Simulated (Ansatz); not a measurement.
## As: reading a single point

```
As
1.0
     1.86214    3.22532    0.00000
    -1.86214    3.22532    0.00000
     0.00000   -2.15022    3.48262
As
2
Direct
  0.22707 0.22707 0.68121
  0.77293 0.77293 0.31879
```

Method: PBE, no spin polarisation; PAW, plane waves to 420 eV, 11×11×11 Γ-centred mesh, fermi-dirac occupations (width 0.1 eV) (Ansatz 0.2.0), atoms fixed.

Task: Is there a gap?

Result: It is a metal, with about 0.088 states/eV a cell as the mean within 0.25 eV of the Fermi level, mostly As p (74 %) and As s (22 %).

Task: What do density and ELF say about some of the short contacts?

Result: As–As at 2.49 Å: least valence density 0.52 e/Å³ and ELF 0.74 there. Both are smooth PAW fields, read partly inside the augmentation spheres.

Task: Is the cell too large or too small?

Result: The pressure is 5.7 GPa (compression positive), so with the atoms held at these fractions the cell would first expand. The principal stresses 4.6, 6.2, 6.2 GPa differ, so its shape would change too.

Task: Which atom feels the largest force, and which way?

Result: The largest is on As1 (and as large on other atoms): 0.44 eV/Å, components (0.00, 0.00, 0.44). It makes 120° with the line to a nearest neighbour, As2 at 2.49 Å.

Origin: a database entry at a rescaled volume.
